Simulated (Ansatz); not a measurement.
Consider the following.

HfS2:
Space group Pca2₁ (No. 29); a = 6.3215 Å, b = 5.9783 Å, c = 6.0767 Å, α = β = γ = 90.00°

```csv
atom,site,symmetry,x,y,z
Hf,4a,1,0.0586,0.2803,0.2502
S,4a,1,0.3850,0.0863,0.3626
S,4a,1,0.2482,0.5678,0.0001
```

This is the PBEsol-relaxed structure.

Q: All from PBEsol in the plane-wave PAW code Ansatz, unless another level is named. Estimate the formation energy from the elements (no fitted shifts).

A: -1493 meV/atom.

Q: Next, the smallest direct gap on the standard path?

A: 1.37 eV.

Q: Next, the band gap?

A: 0.99 eV (indirect).

Q: Predict the valence-band maximum.

A: at Γ.

Space group Pca2_1. The start of the workflow was typed in or built on a structure type; neither database checked (COD, Materials Project) lists it. Its standing as an ambient phase is unchecked. The PBEsol relaxation kept the symmetry of its start; its stability against distortions is not shown here. The run is not spin-polarised. The references are the lowest solids computed at this level, not always the standard phases. Scalar-relativistic: spin–orbit coupling is off unless named, which matters more the heavier the elements.

Potentials: the earlier of the program's two PAW sets. The files were generated under PBE; for other functionals the program regenerates the frozen cores, and for LDA and PBEsol the local potential too.
